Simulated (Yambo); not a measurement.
A G0W0@LDA run in Yambo for GaAl$_{3}$N$_{4}$ (space group P-43m, No. 215) (4×4×4 Γ-centred k mesh, 161 bands and a 8 Ry block in the screening, 161 bands in G with the Bruneval-Gonze terminator, plasmon pole fitted at 27.2 eV) gives these matrix elements, in eV, at the band edges (Γ → Γ):

```
state               E0    <Vxc>     <Σx>  <Σc(E0)>      Z
---------------  -----  -------  -------  --------  -----
valence edge     0.000  -16.948  -20.712     2.937  0.795
conduction edge  3.393  -10.273   -5.816    -3.680  0.838
```

Problem. Solve the linearised quasiparticle equation for both states, give the gap, and say how exchange and correlation each act on it.

Solution. E = E0 + Z(Σx + Σc − Vxc). Valence: 0.000 + 0.795 × (-20.712 + (2.937) − (-16.948)) = -0.66 eV. Conduction: 3.393 + 0.838 × (-5.816 + (-3.680) − (-10.273)) = 4.04 eV. The gap is 4.70 eV, against 3.39 eV in LDA. Replacing Vxc by bare exchange alone would open it by 8.22 eV; correlation takes back 6.62 eV of that, and Z scales what is left. Nearest settings tried, and what they do to the gap: 126 bands in W, 126 bands in G: -1 meV; 6 Ry block (171 vectors against 257): -89 meV; 2×2×2 mesh: -125 meV. So the settings aren't converged at that level. Spin-orbit splittings are left out.

The standard potential for Ga keeps a d shell in the valence without the s and p states of that shell. In tests on such compounds this moved G0W0 gaps by up to about 0.9 eV, so absolute quasiparticle energies here are unreliable; differences between settings are what counts.

Geometry of the Materials Project entry, not relaxed at this level; primitive cell a = 4.401 Å, b = 4.401 Å, c = 4.401 Å, α = 90.00°, β = 90.00°, γ = 90.00°.

The structure is a Materials Project entry; no match was found in the copy of COD used, and its stability was not checked.
